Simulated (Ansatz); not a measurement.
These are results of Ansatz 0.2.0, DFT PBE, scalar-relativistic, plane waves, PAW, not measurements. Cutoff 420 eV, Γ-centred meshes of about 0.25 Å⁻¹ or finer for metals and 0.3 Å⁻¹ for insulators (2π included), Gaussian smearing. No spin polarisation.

These are static total energies at zero pressure.

Compare these two cells of Hf3S5, each relaxed at this level.

A.

Space group C2/m (No. 12). a = 11.391 Å, b = 5.117 Å, c = 7.989 Å, α = 90.00°, β = 134.29°, γ = 90.00°
| atom | site | symmetry | x | y | z |
| --- | --- | --- | --- | --- | --- |
| Hf | 2a | 2/m | 0.0000 | 0.0000 | 0.0000 |
| Hf | 4i | m | 0.7991 | 0.0000 | 0.3918 |
| S | 4i | m | 0.8040 | 0.5000 | 0.4023 |
| S | 2b | 2/m | 0.0000 | 0.5000 | 0.0000 |
| S | 4i | m | 0.9071 | 0.0000 | 0.2070 |

B.

Space group R-3m:H (No. 166). a = 3.666 Å, b = 3.666 Å, c = 49.862 Å, α = 90.00°, β = 90.00°, γ = 120.00°
```
atom  site  symmetry       x       y       z
  Hf    6c        3m  0.3333  0.6667  0.9703
  Hf    3b       -3m  0.6667  0.3333  0.8333
   S    6c        3m  0.6667  0.3333  0.9418
   S    3a       -3m  0.0000  0.0000  0.0000
   S    6c        3m  0.3333  0.6667  0.8622
```

**Question.** Which form is favoured at zero pressure, and by what margin per atom?

**Answer.** They are level within the accuracy (6 meV/atom apart, with A the lower in these runs). A has space group C2/m (No. 12), 20.8 Å³/atom and no gap on its mesh; B has space group R-3m (No. 166), 24.2 Å³/atom and no gap. Counting S atoms around Hf (those within 1.25 times the shortest such distance or 1.15 times the sum of covalent radii, 1.27 where that leaves under three), A and B both have Hf 6. Both come from trial cells of a structure search.

The k mesh leaves some 4 meV/atom of noise in the energy of each metallic cell. Weakly bound directions are ill-defined at this level, which has no dispersion term (R-3m), and this can change margins and order among such cells. Spin–orbit coupling, which can matter for Hf, is left out. Cells relaxed within their symmetry can be saddle points.
